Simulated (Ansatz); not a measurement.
Relaxed SiO2 (rutile):

```
SiO2
1.0
    4.18520     0.00000     0.00000
    0.00000     4.18520     0.00000
    0.00000     0.00000     2.66883
Si O
2 4
Direct
  0.50000   0.50000   0.50000
  0.00000   0.00000   0.00000
  0.80610   0.80610   0.50000
  0.30610   0.69390   0.00000
  0.69390   0.30610   0.00000
  0.19390   0.19390   0.50000
```

The numbers are results of r2SCAN (plane waves to 500 eV, PAW, scalar-relativistic; Ansatz, a quantum-chemistry and plane-wave program), not measurements. k mesh 7×7×10 (Γ-centred), Fermi-Dirac smearing 0.05 eV. SiO2 was relaxed with its symmetry unable to fall.

One atom of the cell was then moved (with its periodic images), all else fixed, and the forces (eV/Å) came out as:

```csv
atom,Fx,Fy,Fz
Si1,0.001,0.001,-0.055
Si2,0.030,0.030,-0.370
O3,-0.030,-0.030,0.735
O4,0.000,-0.001,-0.159
O5,-0.001,0.000,-0.159
O6,0.000,0.000,0.008
```

Task: Which atom was moved, and by which vector (Å)?

Result: O3, by (0.00, 0.00, -0.04), 0.04 Å in all.

(A displaced cell: forces are minus the slopes of the energy, force constants its curvatures, and phonons follow from these.)
